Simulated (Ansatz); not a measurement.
# BePH₄NO₄: ¹⁴N nuclear quadrupole resonance

Cell: a computed structure from the Materials Project (it need not be an observed phase), taken as it stands.

Space group Pna2_1 (No. 33); a = 8.7099, b = 8.5871, c = 4.9265 Å.

| site | Wyckoff | site symmetry | x | y | z |
| --- | --- | --- | --- | --- | --- |
| Be | 4a | 1 | 0.6735 | 0.5939 | 0.6627 |
| H5 | 4a | 1 | 0.0123 | 0.7218 | 0.3451 |
| H9 | 4a | 1 | 0.5074 | 0.7094 | 0.0294 |
| H11 | 4a | 1 | 0.9020 | 0.6348 | 0.1023 |
| H15 | 4a | 1 | 0.0998 | 0.6256 | 0.0890 |
| P | 4a | 1 | 0.3153 | 0.5849 | 0.6622 |
| N | 4a | 1 | 0.0045 | 0.6913 | 0.1447 |
| O29 | 4a | 1 | 0.2328 | 0.9545 | 0.9652 |
| O30 | 4a | 1 | 0.7359 | 0.4631 | 0.4494 |
| O31 | 4a | 1 | 0.7367 | 0.7642 | 0.5825 |
| O35 | 4a | 1 | 0.4886 | 0.6076 | 0.6558 |

One atom of each set is listed.

Method: Kohn–Sham DFT in Ansatz, PBE, plane waves and PAW, scalar-relativistic, 420 eV cutoff, Γ-centred 3×3×5 k-points, Fermi–Dirac smearing 0.02 eV.

¹⁴N: I = 1, Q = 20.44 mb (year-2017 value). Static lattice, zero field.

(1) The simulated lines lie at 0.155, 0.156, 0.311 MHz. What are |C_Q|, η and |V_zz| at N?

Results:

(1) For I = 1 the lines are ν± = (3/4)|C_Q|(1 ± η/3) and ν₀ = |C_Q|η/2. Here |C_Q| = 0.312 MHz, η = 1.00 and |V_zz| = 0.63 × 10²¹ V/m². The calculation gives V_zz negative; the lines don't show the sign. The site has 4 H at 1.02–1.04 Å; also 1 Be at 3.35 Å.

At this cell the PBE pressure is 6 GPa, so with PBE the cell would grow if it were relaxed. The entry's cell may itself be off. The largest force is 0.7 eV/Å, so the atoms aren't at the calculated equilibrium and relaxing them would move these values. A computed database structure should lie near equilibrium, so this entry is doubtful.

The run took 48 s of wall time (48 s of CPU time) and 0.89 GiB at its peak, on 1 thread of Intel Xeon 6975P-C (Granite Rapids) (x86_64; 4 cores open to the job, memory cap 2.5 GiB, no GPU), a shared host with a load of 0.5 a core.
